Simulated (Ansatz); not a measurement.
Relaxed Si (diamond):

```
Si
1.0
    0.00000     5.44406     5.44406
    2.72203     2.72203     5.44406
    2.72203     2.72203     0.00000
Si
4
Direct
  0.00000   0.50000   0.50000
  0.50000   0.50000   0.50000
  0.00000   0.75000   0.75000
  0.50000   0.75000   0.75000
```

A phonon eigenvector at X = (0.5, 0.5, 0.0) is frozen into this cell: atom i moves by Q times the vector below, so Q is the largest atomic displacement, in Å. The cell is held. It is one choice among 2 degenerate patterns. (q is in reciprocal vectors of the primitive cell; the cell shown is doubled to hold the pattern.)

```json
[
 {"atom": "Si1", "x": "0.000", "y": "-1.000", "z": "0.000"},
 {"atom": "Si2", "x": "0.000", "y": "1.000", "z": "0.000"},
 {"atom": "Si3", "x": "1.000", "y": "0.000", "z": "0.000"},
 {"atom": "Si4", "x": "-1.000", "y": "0.000", "z": "0.000"}
]
```

All values below come from r2SCAN (plane waves to 500 eV, PAW, scalar-relativistic; Ansatz, an electronic-structure program). k mesh 10×10×10 (Γ-centred), Fermi-Dirac smearing 0.05 eV. The energy includes the smearing's −TS. Si was relaxed with its symmetry unable to fall. The PAW data are Ansatz's earlier set. ΔE is measured from the undisplaced structure.

**Question.** Predict the ΔE (meV/cell) at Q (Å) = -0.100, -0.083, -0.050, -0.033, 0.017, 0.033, 0.083, 0.100.

**Answer.** 
```
Q (Å)   ΔE (meV/cell)
------  -------------
-0.100            441
-0.083            306
-0.050            110
-0.033             49
0.017              12
0.033              49
0.083             306
0.100             441
```

(For displaced atoms, the force is minus the slope of the energy, and its curvature is a force constant, which sets phonon frequencies.)
